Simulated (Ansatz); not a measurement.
Input, command and steps of an Ansatz relaxation.

```yaml
crystal:
  lattice:
    - [0.0, 3.8097270777, 3.8097270777]
    - [3.8097270777, 0.0, 3.8097270777]
    - [3.8097270777, 3.8097270777, 0.0]
  atoms:
    - { symbol: Zr, position: [0.0, 0.0, 0.0] }
    - { symbol: Ta, position: [0.75, 0.75, 0.75] }
    - { symbol: S, position: [0.375, 0.875, 0.375] }
    - { symbol: S, position: [0.375, 0.375, 0.875] }
    - { symbol: S, position: [0.375, 0.375, 0.375] }
    - { symbol: S, position: [0.875, 0.375, 0.375] }
basis:
  ecutwfc: 420
kpoints:
  mp_grid: { grid: [4, 4, 4] }
hamiltonian:
  xc: pbe
scf:
  occupations: { method: gaussian, width: 0.1 }
  lower_state_search: "off"
output:
  forces: true
  stress: true
  eigenvalues: true
relax:
  adjacent_minimum: "off"
  f_tol: 0.04
  max_steps: 70
  cell: { stress_tol: 0.4 }
```

```bash
ansatz run input.yaml --threads 1 --pin off --max-ram 2560MiB --backend cpu --events-out ev --progress --plain --runs-dir out
```

The calculation used Ansatz 0.2.0, DFT PBE, scalar-relativistic, plane waves, PAW.

Of 5 frames 5 are shown, positions in Å and forces in eV/Å; the SCF threshold varies from step to step. Steps run on the plane waves of an earlier cell, with a Pulay correction in the pressure. The basis is chosen afresh for the last frame, the zero of the energies, and at times for earlier ones too; energy and pressure can step there, also at an unchanged geometry. Where two frames share a geometry here, they differ by under 2 meV/atom and 0.3 GPa.

```xyz
6
Lattice="0.0000 3.8097 3.8097 3.8097 0.0000 3.8097 3.8097 3.8097 0.0000" Properties=species:S:1:pos:R:3:forces:R:3 pbc="T T T" step=1 free_energy_over_end_meV_per_atom=55.84 pressure_GPa=-8.66
Zr    0.0000    0.0000    0.0000    0.0000    0.0000    0.0000
Ta    5.7146    5.7146    5.7146    0.0000    0.0000    0.0000
S     4.7622    2.8573    4.7622   -0.1193    0.1193   -0.1193
S     4.7622    4.7622    2.8573   -0.1193   -0.1193    0.1193
S     2.8573    2.8573    2.8573    0.1193    0.1193    0.1193
S     2.8573    4.7622    4.7622    0.1193   -0.1193   -0.1193
6
Lattice="0.0000 3.6398 3.6398 3.6398 0.0000 3.6398 3.6398 3.6398 0.0000" Properties=species:S:1:pos:R:3:forces:R:3 pbc="T T T" step=2 free_energy_over_end_meV_per_atom=4.96 pressure_GPa=3.36
Zr    0.0000    0.0000    0.0000    0.0000    0.0000    0.0000
Ta    5.4597    5.4597    5.4597    0.0000    0.0000    0.0000
S     4.5436    2.7360    4.5436    0.0205   -0.0205    0.0205
S     4.5436    4.5436    2.7360    0.0205    0.0205   -0.0205
S     2.7360    2.7360    2.7360   -0.0205   -0.0205   -0.0205
S     2.7360    4.5436    4.5436   -0.0205    0.0205    0.0205
6
Lattice="0.0000 3.6842 3.6842 3.6842 0.0000 3.6842 3.6842 3.6842 0.0000" Properties=species:S:1:pos:R:3:forces:R:3 pbc="T T T" step=3 free_energy_over_end_meV_per_atom=0.03 pressure_GPa=-0.56
Zr    0.0000    0.0000    0.0000    0.0000    0.0000    0.0000
Ta    5.5263    5.5263    5.5263    0.0000    0.0000    0.0000
S     4.6001    2.7684    4.6001   -0.0143    0.0143   -0.0143
S     4.6001    4.6001    2.7684   -0.0143   -0.0143    0.0143
S     2.7684    2.7684    2.7684    0.0143    0.0143    0.0143
S     2.7684    4.6001    4.6001    0.0143   -0.0143   -0.0143
6
Lattice="0.0000 3.6777 3.6777 3.6777 0.0000 3.6777 3.6777 3.6777 0.0000" Properties=species:S:1:pos:R:3:forces:R:3 pbc="T T T" step=4 free_energy_over_end_meV_per_atom=-0.15 pressure_GPa=-0.03
Zr    0.0000    0.0000    0.0000    0.0000    0.0000    0.0000
Ta    5.5166    5.5166    5.5166    0.0000    0.0000    0.0000
S     4.5916    2.7639    4.5916   -0.0039    0.0039   -0.0039
S     4.5916    4.5916    2.7639   -0.0039   -0.0039    0.0039
S     2.7639    2.7639    2.7639    0.0039    0.0039    0.0039
S     2.7639    4.5916    4.5916    0.0039   -0.0039   -0.0039
6
Lattice="0.0000 3.6777 3.6777 3.6777 0.0000 3.6777 3.6777 3.6777 0.0000" Properties=species:S:1:pos:R:3:forces:R:3 pbc="T T T" step=5 free_energy_over_end_meV_per_atom=0.00 pressure_GPa=-0.03
Zr    0.0000    0.0000    0.0000    0.0000    0.0000    0.0000
Ta    5.5166    5.5166    5.5166    0.0000    0.0000    0.0000
S     4.5916    2.7639    4.5916   -0.0039    0.0039   -0.0039
S     4.5916    4.5916    2.7639   -0.0039   -0.0039    0.0039
S     2.7639    2.7639    2.7639    0.0039    0.0039    0.0039
S     2.7639    4.5916    4.5916    0.0039   -0.0039   -0.0039
```

The start puts this composition into another compound's structure type, which needn't suit it. At the end the space group is F-43m (tolerance 0.05 Å).

The run took 16 s on 1 thread of Arm Neoverse V1, on a shared host, peak memory 0.36 GiB.

The k mesh is coarse. Spin–orbit coupling is left out, which can shift energies with elements as heavy as these. Spin polarisation was left out, and a magnetic state may lie lower.